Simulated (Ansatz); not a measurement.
Sb₂Au:
```yaml
crystal:
  lattice:
    - [0.00000, 3.38707, 3.38707]
    - [3.38707, 0.00000, 3.38707]
    - [3.38707, 3.38707, 0.00000]
  atoms:
    - { symbol: Au, position: [0.00000, 0.00000, 0.00000] }
    - { symbol: Sb, position: [0.25000, 0.25000, 0.25000] }
    - { symbol: Sb, position: [0.75000, 0.75000, 0.75000] }
```

Relaxed with PBEsol. Special points in fractions of this cell's reciprocal vectors: Γ (0.000, 0.000, 0.000); X (0.500, 0.000, 0.500); U (0.625, 0.250, 0.625); K (0.375, 0.375, 0.750); L (0.500, 0.500, 0.500); W (0.500, 0.250, 0.750).

### Question
List the band energies nearest the Fermi level at these points for PBEsol (plane waves, PAW; program Ansatz).

### Answer
In eV from the Fermi level; about four levels below and three above (degenerate sets whole), none deeper than 8.9 eV; points with the same levels are listed once.

```json
[
 {"k": "Γ", "below": "-5.05 -5.05 -0.27 -0.27 -0.27", "above": "0.58 0.58 0.58"},
 {"k": "X", "below": "-4.90 -4.34 -4.34 -3.61", "above": "0.46 3.48 3.48"},
 {"k": "U", "below": "-5.13 -4.60 -3.61 -2.40", "above": "1.50 1.67 2.12"},
 {"k": "L", "below": "-2.43 -2.19 -2.19 -1.46", "above": "0.22 0.22 4.52"},
 {"k": "W", "below": "-4.93 -3.81 -0.64 -0.64", "above": "2.06 3.10 3.82"}
]
```

Space group Fm-3m (fluorite or antifluorite type). The workflow started from an entry of the Crystallography Open Database (COD), which files this formula under 2 space groups. Its standing as an ambient phase is unchecked. Symmetry was held in the PBEsol relaxation. At this level the phase is mechanically unstable. Scalar-relativistic: spin–orbit coupling is off unless named, which matters more the heavier the elements.

Potentials: the later of the program's two PAW sets.
